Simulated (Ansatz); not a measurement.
Ce (fcc, Cu type)

```
Ce
1.0
    0.00000     2.36582     2.36582
    2.36582     0.00000     2.36582
    2.36582     2.36582     0.00000
Ce
1
Cartesian
  0.00000   0.00000   0.00000
```

Two coordinates are scanned: the volume, and the ratio of the stretch along z (the conventional c axis) to the stretch across it. Atoms keep their fractional coordinates.

Level of theory: PBE (plane waves to 420 eV, PAW, scalar-relativistic; Ansatz, a quantum-chemistry and plane-wave program). k mesh 17×17×17 (Γ-centred), Fermi-Dirac smearing 0.05 eV. Stress and pressure are positive under compression. With partly filled bands, the response to shear is sensitive to the k mesh, so small differences along c/a are uncertain. Ce is run without spin polarisation. Ce was relaxed with its symmetry unable to fall. The PAW data are Ansatz's earlier set. The relaxed volume of Ce is well below the measured one. The filling of the f shell was not checked against other fillings, so treat energies with care.

At one point of the scan the stress tensor (GPa) is:

```
   -1.1      0.0      0.0
    0.0     -1.1      0.0
    0.0      0.0     -2.1
```

**Question.** Which point is it?
(A) V/V₀ = 1.040, (c/a)/(c/a)₀ = 0.960
(B) V/V₀ = 1.020, (c/a)/(c/a)₀ = 0.960
(C) V/V₀ = 1.040, (c/a)/(c/a)₀ = 1.040
(D) V/V₀ = 1.040, (c/a)/(c/a)₀ = 1.080

**Answer.** C, V/V₀ = 1.040, (c/a)/(c/a)₀ = 1.040

(Under strain, the slope of the energy per volume gives the stress and its curvature an elastic modulus.)
